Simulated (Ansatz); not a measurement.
HfO2:
```cif
data_Hf2O4
_chemical_formula_sum 'Hf2 O4'
_space_group_name_H-M_alt 'P 1'
_space_group_IT_number 1
_cell_length_a 3.57702
_cell_length_b 3.57702
_cell_length_c 5.20363
_cell_angle_alpha 90.000
_cell_angle_beta 90.000
_cell_angle_gamma 90.000
loop_
_space_group_symop_operation_xyz
  'x, y, z'
loop_
_atom_site_label
_atom_site_type_symbol
_atom_site_fract_x
_atom_site_fract_y
_atom_site_fract_z
_atom_site_occupancy
Hf1 Hf 0.50000 0.50000 0.50000 1
Hf2 Hf 0.00000 0.00000 0.00000 1
O1 O 0.00000 0.50000 0.69607 1
O2 O 0.00000 0.50000 0.19607 1
O3 O 0.50000 0.00000 0.80393 1
O4 O 0.50000 0.00000 0.30393 1
```

Relaxed with r²SCAN.

Task: Give the optical modes at the zone centre with their infrared activity from DFPT, r²SCAN in the plane-wave PAW code Ansatz.

Result: Transverse frequencies, without the LO–TO term; a row sums one degenerate level.

| ω (cm⁻¹) | degeneracy | IR ((D/Å)²/amu) | activity | symmetry |
|---|---|---|---|---|
| 59 | 2 | 36.20 | IR | Eu |
| 102 | 2 | 0.00 | IR-inactive | Eg |
| 222 | 1 | 0.00 | IR-inactive | B1g |
| 313 | 1 | 0.00 | IR-inactive | A1g |
| 318 | 1 | 38.93 | IR | A2u |
| 447 | 2 | 0.00 | IR-inactive | Eg |
| 464 | 2 | 72.75 | IR | Eu |
| 603 | 1 | 0.00 | IR-inactive | B1g |
| 661 | 1 | 0.00 | IR-inactive | B2u |
| 675 | 2 | 0.00 | IR-inactive | Eg |

Task: How high does the top mode go among those that the LO–TO term moves?

Result: 724 cm⁻¹ for q along x, 724 cm⁻¹ for q along y, 619 cm⁻¹ for q along z.

Space group P4_2/nmc. This is a known high-temperature phase of the composition, computed here at zero pressure and temperature. The r²SCAN relaxation kept the symmetry of its start; its stability against distortions is not shown here. No spin polarisation was allowed. Scalar-relativistic: spin–orbit coupling is off unless named, which matters more the heavier the elements.

Potentials: the earlier of the program's two PAW sets. The files were generated under PBE; for other functionals the program regenerates the frozen cores, and for LDA and PBEsol the local potential too.
